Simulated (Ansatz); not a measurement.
A relaxed cell of ZnSiP2 (I-42d (No. 122)), relaxed on a k-mesh at least as fine as the one used below. All values below come from PBEsol (plane waves to 420 eV, PAW, scalar-relativistic; Ansatz, a quantum-chemistry and plane-wave program). Γ-centred k-mesh 5×5×6 on the run's cell (coarser than for final values), Fermi–Dirac smearing 0.05 eV.

```xyz
8
Lattice="-2.6766 2.6766 5.2224 2.6766 -2.6766 5.2224 2.6766 2.6766 -5.2224" Properties=species:S:1:pos:R:3 pbc="T T T"
Zn     0.0000     2.6766     2.6112
Zn     0.0000     0.0000     0.0000
Si     2.6766     0.0000     2.6112
Si     0.0000     0.0000     5.2224
P      1.3383     1.4161    -1.3056
P      1.3383     1.2605     3.9168
P      3.9371     1.3383     1.3056
P     -1.2605     1.3383     6.5280
```

The atoms are displaced by (Å):

```json
[
 {"atom": "Zn1", "ux": "0.428", "uy": "-0.044", "uz": "-0.101"},
 {"atom": "Zn2", "ux": "-0.582", "uy": "0.259", "uz": "-0.395"},
 {"atom": "Si3", "ux": "-0.923", "uy": "0.059", "uz": "0.279"},
 {"atom": "Si4", "ux": "0.042", "uy": "0.301", "uz": "-0.187"},
 {"atom": "P5", "ux": "-0.012", "uy": "0.100", "uz": "-0.084"},
 {"atom": "P6", "ux": "-0.025", "uy": "0.419", "uz": "-0.280"},
 {"atom": "P7", "ux": "0.572", "uy": "0.430", "uz": "-0.146"},
 {"atom": "P8", "ux": "-0.274", "uy": "-0.093", "uz": "-0.112"}
]
```

**Question.** What forces (eV/Å) and pressure result?

**Answer.** 
```tsv
atom	Fx	Fy	Fz
Zn1	-8.67	7.04	-5.02
Zn2	4.07	3.69	4.33
Si3	4.52	-9.70	-4.19
Si4	0.48	-1.30	0.98
P5	-0.10	0.83	-0.28
P6	2.69	-4.79	10.49
P7	-4.78	-0.91	-2.75
P8	1.80	5.14	-3.56
```

Pressure +23.7 GPa.

**Question.** Estimate the energy cost of the displacement in the harmonic approximation and compare with the calculation.

**Answer.** For a harmonic well ΔE = −½ Σ F·u = 10.650 eV a cell, or 1331 meV/atom. The calculated energy relative to the undisplaced cell is +1.502 eV/atom, so anharmonic terms matter at this amplitude.

No spin polarisation in the result.

The run that gave the undisplaced cell could not lose the symmetry of its start; a randomly shaken copy of 8 atoms returns to this structure.
